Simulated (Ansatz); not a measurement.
Level of theory: Ansatz, DFT PBE, scalar-relativistic, plane waves, PAW. All cells share a 420 eV cutoff and Γ-centred k meshes spaced at most about 0.3 Å⁻¹ (about 0.25 or finer for metals, 2π included). Collinear spin in cells that started with moments and kept them past the coarse steps, no spin elsewhere.

All energies are static (0 K, no zero-point motion).

Two forms of Mn2B2S were relaxed alike.

1. (site moments Mn -1.1, 0.5 μB)

```cif
data_structure
_symmetry_space_group_name_H-M 'P-6m2'
_symmetry_Int_Tables_number 187
_cell_length_a 3.7123
_cell_length_b 3.7123
_cell_length_c 4.9375
_cell_angle_alpha 90.000
_cell_angle_beta 90.000
_cell_angle_gamma 120.000
_cell_volume 58.93
loop_
_atom_site_label
_atom_site_type_symbol
_atom_site_symmetry_multiplicity
_atom_site_Wyckoff_symbol
_atom_site_fract_x
_atom_site_fract_y
_atom_site_fract_z
_atom_site_occupancy
Mn1 Mn 1 c 0.33333 0.66667 0.00000 1
Mn2 Mn 1 e 0.66667 0.33333 0.00000 1
B1 B 2 g 0.00000 0.00000 0.17027 1
S1 S 1 f 0.66667 0.33333 0.50000 1
```

2. (site moments Mn -2.3 (×2) μB)

```cif
data_structure
_symmetry_space_group_name_H-M 'P4/mmm'
_symmetry_Int_Tables_number 123
_cell_length_a 2.6346
_cell_length_b 2.6346
_cell_length_c 8.4771
_cell_angle_alpha 90.000
_cell_angle_beta 90.000
_cell_angle_gamma 90.000
_cell_volume 58.84
loop_
_atom_site_label
_atom_site_type_symbol
_atom_site_symmetry_multiplicity
_atom_site_Wyckoff_symbol
_atom_site_fract_x
_atom_site_fract_y
_atom_site_fract_z
_atom_site_occupancy
Mn1 Mn 2 g 0.00000 0.00000 0.72977 1
B1 B 1 b 0.00000 0.00000 0.50000 1
B2 B 1 d 0.50000 0.50000 0.50000 1
S1 S 1 a 0.00000 0.00000 0.00000 1
```

Question: Which is lower in energy, and by how much?

Answer: Cell 2 is lower, by 32 meV/atom. Cell 1 has space group P-6m2 (No. 187), 11.8 Å³/atom and no gap on its mesh; cell 2 has space group P4/mmm (No. 123), 11.8 Å³/atom and no gap. Counting B or S atoms around Mn (for each partner element, those within 1.25 times its shortest distance or 1.15 times the sum of covalent radii, where it is the nearest in units of that sum or under 1.3; a slash parts the counts of unlike sites), cell 1 has Mn 6/8 and cell 2 has Mn 2. Cell 1 holds B–B pairs (shortest 1.68 Å); cell 2 holds B–B nets (shortest 1.86 Å). Their magnetic states differ too, which can make part of the margin. Even the lower one lies +0.77 eV/atom against the reference forms of the elements (uncorrected), so neither is stable at this level. In cell 1, Mn on its first site is surrounded by 3 Mn at 2.14 Å and 6 B at 2.30 Å; B is surrounded by 1 B at 1.68 Å, 6 Mn at 2.30 Å and 3 S at 2.69 Å; S has 2 Mn at 2.47 Å and 6 B at 2.69 Å; 1 more site not described. In cell 2, Mn is surrounded by 1 B at 1.95 Å and 1 S at 2.29 Å; B on its first site is surrounded by 4 B at 1.86 Å and 2 Mn at 1.95 Å; around S lie 2 Mn at 2.29 Å and 4 S at 2.63 Å; 1 more site not described. Both come from invented guesses. A third cell relaxed alike, in P-3m1, lies 0.35 eV/atom below the lower of the two.

No Hubbard U is applied to the 3d shell of Mn. Another magnetic order may lie lower. Cells relaxed within their symmetry can be saddle points.
